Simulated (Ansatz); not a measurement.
Be (hcp (Mg type), P6_3/mmc) at seven volumes, LDA in the plane-wave PAW code Ansatz, shape and atoms relaxed at each. One row is withheld.

```tsv
V (Å³/atom)	P (GPa)
6.868	14.45
7.094	8.98
7.321	4.19
7.547	-0.01
7.773	?
8.000	-6.94
8.226	-9.80
```

**Question.** Fit the shown pressures and predict the withheld one.

**Answer.** P = (3/2)B₀(x^(7/2) − x^(5/2))[1 + (3/4)(B′ − 4)(x − 1)] with x = (V₀/V)^(2/3). Least squares on the six rows gives V₀ = 7.546 Å³/atom, B₀ = 131 GPa, B′ = 3.33. At V = 7.773, x = 0.9804 and P = -3.70 GPa. The run itself gave -3.70 GPa.

The LDA relaxation kept the symmetry of its start.

Potentials: the later of the program's two PAW sets.
